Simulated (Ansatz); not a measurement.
A relaxed structure of AlN is spoiled in several ways and relaxed again each time (noise and exchanges are one random draw each; pressure is positive under compression). Calculation: PBE (plane waves to 420 eV, PAW, scalar-relativistic; Ansatz, a quantum-chemistry and plane-wave program).

Space group P6₃mc (No. 186); a = b = 3.1182 Å, c = 15.1982 Å, α = β = 90.00°, γ = 120.00°

```
atom  site  symmetry       x       y       z
----  ----  --------  ------  ------  ------
Al      2a       3m.  0.0000  0.0000  0.4996
Al      2b       3m.  0.3333  0.6667  0.3339
Al      2b       3m.  0.3333  0.6667  0.6667
N       2a       3m.  0.0000  0.0000  0.3745
N       2b       3m.  0.3333  0.6667  0.2080
N       2b       3m.  0.6667  0.3333  0.0409
```

| change | first pressure (GPa) | first V (Å³/atom) | released (eV/atom) | moves | outcome | final group | E − E(parent) (eV/atom) |
|---|---|---|---|---|---|---|---|
| deformed by the Cartesian strain tensor (xx, yy, zz, yz, xz, xy) = (-0.021, 0.121, 0.153, 0.051, 0.039, -0.037) | -24.3 | 13.43 | 0.49 | 7 | returns to the parent | P6₃mc | 0.000 |
| shaken by Gaussian noise of σ = 0.08 Å a coordinate | 5.8 | 10.66 | 0.18 | 4 | returns to the parent | P6₃mc | 0.000 |

First-step values come from each run's starting, coarser k-mesh (7×6×1, 7×7×2). Each cell has its own k-point mesh; energy differences are given only to the digits this allows. No spin polarisation in the result.

The first start was generated by placing the elements on the sites of a structure type. A measured structure of AlN has the same space group, P6₃mc (No. 186); the sites were not compared with it.
